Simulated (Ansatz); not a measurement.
AlNi:
```
AlNi
1.0
    2.83227     0.00000     0.00000
    0.00000     2.83227     0.00000
    0.00000     0.00000     2.83227
Al Ni
1 1
Cartesian
  1.41613   1.41613   1.41613
  0.00000   0.00000   0.00000
```

Relaxed with LDA. Special points in fractions of this cell's reciprocal vectors: Γ (0.000, 0.000, 0.000); X (0.000, 0.500, 0.000); M (0.500, 0.500, 0.000); R (0.500, 0.500, 0.500).

Task: List the band energies nearest the Fermi level at these points for LDA in the plane-wave PAW code Ansatz.

Result: In eV from the Fermi level; about four levels below and three above (degenerate sets whole), none deeper than 8.9 eV; points with the same levels are listed once.

| k | below | above |
|---|---|---|
| Γ | -3.48 -3.48 -1.64 -1.64 -1.64 | 5.69 5.69 5.69 |
| X | -2.39 -2.39 -1.54 -0.66 | 8.39 10.19 10.19 |
| M | -2.96 -2.96 -2.22 -2.22 -1.06 | 1.55 2.77 12.72 |
| R | -4.34 -4.34 -4.34 -1.03 -1.03 | 1.97 1.97 1.97 |

Space group Pm-3m (CsCl type). Symmetry was held in the LDA relaxation. The run is not spin-polarised.

Potentials: the earlier of the program's two PAW sets. The files were generated under PBE; for other functionals the program regenerates the frozen cores, and for LDA and PBEsol the local potential too.
